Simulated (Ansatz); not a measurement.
SiGe:
```
CELL_PARAMETERS angstrom
      3.92805     0.00000     0.00000
      0.00000     3.92567     0.00000
      0.00000     0.00000    11.09883
ATOMIC_POSITIONS crystal
  Si 0.25000 0.00000 0.31923
  Si 0.25000 0.50000 0.43956
  Si 0.75000 0.50000 0.56044
  Si 0.75000 0.00000 0.68077
  Ge 0.25000 0.00000 0.80539
  Ge 0.25000 0.50000 0.93537
  Ge 0.75000 0.50000 0.06463
  Ge 0.75000 0.00000 0.19461
```

Relaxed with r²SCAN. Special points in fractions of this cell's reciprocal vectors: Γ (0.000, 0.000, 0.000); X (0.500, 0.000, 0.000); S (0.500, 0.500, 0.000); Y (0.000, 0.500, 0.000); Z (0.000, 0.000, 0.500); U (0.500, 0.000, 0.500); R (0.500, 0.500, 0.500); T (0.000, 0.500, 0.500).

Problem. List the band energies nearest the valence-band maximum at these points for r²SCAN in the plane-wave PAW code Ansatz.

Solution. In eV from the valence-band maximum; about four levels below and three above (degenerate sets whole), none deeper than 8.9 eV; points with the same levels are listed once.

```
k                    below                above
-  -----------------------  -------------------
Γ   -2.04 -0.07 -0.03 0.00       0.64 0.76 1.25
X  -1.43 -1.43 -1.16 -1.16  1.09 1.09 2.31 2.31
S  -3.17 -3.17 -3.15 -3.15  0.90 0.90 0.90 0.90
Y  -1.46 -1.43 -1.43 -1.15       1.05 1.11 2.32
Z  -1.10 -1.07 -0.79 -0.72       0.55 0.70 1.72
U  -1.82 -1.82 -1.17 -1.17  1.99 1.99 2.15 2.15
R  -3.59 -3.59 -3.58 -3.58  1.86 1.86 2.02 2.02
T  -1.83 -1.54 -1.50 -1.16       2.05 2.06 2.06
```

Space group Pmma. The start of the workflow was typed in or built on a structure type; neither database checked (COD, Materials Project) lists it. Its standing as an ambient phase is unchecked. The cell was relaxed with r²SCAN under the symmetry of its start; whether a distortion lowers the energy is not shown. Scalar-relativistic: spin–orbit coupling is off unless named, which matters more the heavier the elements.

Potentials: the later of the program's two PAW sets.
